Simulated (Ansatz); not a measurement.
Tl (hcp, Mg type)

```
Tl
1.0
    3.52070     0.00000     0.00000
   -1.76035     3.04902     0.00000
    0.00000     0.00000     5.60254
Tl
2
Direct
  0.33333   0.66667   0.75000
  0.66667   0.33333   0.25000
```

The slice is a (0001) plane (indices of the conventional cell) through the point (0.667, 0.333, 0.250) (fractional), spanned by u = [110] and v = [1 -1 0] in vectors of this cell: u (3.52 Å) and v (6.10 Å, at 90° to u). It covers one period; positions are fractions (u, v).

Method: r2SCAN (plane waves to 500 eV, PAW, scalar-relativistic; Ansatz, an electronic-structure program). k mesh 15×15×9. These are valence fields of a PAW run, semicore shells included where kept as valence: close to a nucleus they are smooth pseudo fields. Spin-orbit coupling is left out, though Tl is heavy. The PAW data are Ansatz's earlier set. Tl was relaxed with its symmetry unable to fall.

Question: What is the ELF at the midpoint of the shortest Tl–Tl line in this plane (3.52 Å)?

Answer: 0.14.

Question: What is the valence density on the shortest Tl–Tl line in this plane (3.52 Å), at its midpoint?

Answer: 0.10 e/Å³.

Question: Sketch the electrostatic potential energy of an electron, from the cell's mean on this plane as a map.

Answer: 
```
|xxxxxxxxxx  ++%%%%%%++  xxxxxxxx|
|xxxxxxxxxx::**%%@@%%**::xxxxxxxx|
|xxxxxxxx  ==##@@@@@@##==  xxxxxx|
|xxxxxx  --**%%@@@@@@%%**--  xxxx|
|    ..==**%%@@@@@@@@@@%%**==..  |
|++++**##%%%%@@@@@@@@@@%%%%##**++|
|%%%%%%%%%%%%%%%%%%%%%%%%%%%%%%%%|
|@@@@@@@@%%##**++++++**##%%@@@@@@|
|@@@@@@%%**==..      ..==**%%@@@@|
|@@@@%%**--  xxxxxxxxxx  --**%%@@|
|@@@@##==  xxxxxxxxxxxxxx  ==##@@|
|@@%%**::xxxxxxxxxxxxxxxxxx::**%%|
|%%%%++  xxxxxxxxxxxxxxxxxx  ++%%|
|%%%%++  xxxxxxxxxxxxxxxxxx  ++%%|
|%%%%++  xxxxxxxxxxxxxxxxxx  ++%%|
|@@%%**::xxxxxxxxxxxxxxxxxx::**%%|
|@@@@##==  xxxxxxxxxxxxxx  ==##@@|
|@@@@%%**--  xxxxxxxxxx  --**%%@@|
|@@@@@@%%**==..      ..==**%%@@@@|
|@@@@@@%%%%##**++++++**##%%%%@@@@|
|%%%%%%%%%%%%%%%%%%%%%%%%%%%%%%%%|
|++++**##%%@@@@@@@@@@@@@@%%##**++|
|    ..==**%%@@@@@@@@@@%%**==..  |
|xxxxxx  --**%%@@@@@@%%**--  xxxx|
|xxxxxxxx  ==##@@@@@@##==  xxxxxx|
|xxxxxxxxxx::**%%@@%%**::xxxxxxxx|
|xxxxxxxxxx  ++%%%%%%++  xxxxxxxx|
|xxxxxxxxxx  ++%%%%%%++  xxxxxxxx|
```
Scale: ten equal steps from -2.00 (start of ' ') to 6.99 (end of '@'), in the order ' .:-=+*#%@'. Values: electrostatic potential energy of an electron, from the cell's mean, in eV. The map has 16 points along u (two characters each, u = 0 at the left) and 28 along v (v = 0 in the bottom row). Points within 1 Å of a nucleus are blanked (x), as the pseudised field means little there. Values under -2 eV are set to -2. The zero, the cell's mean, hangs on the PAW cores.
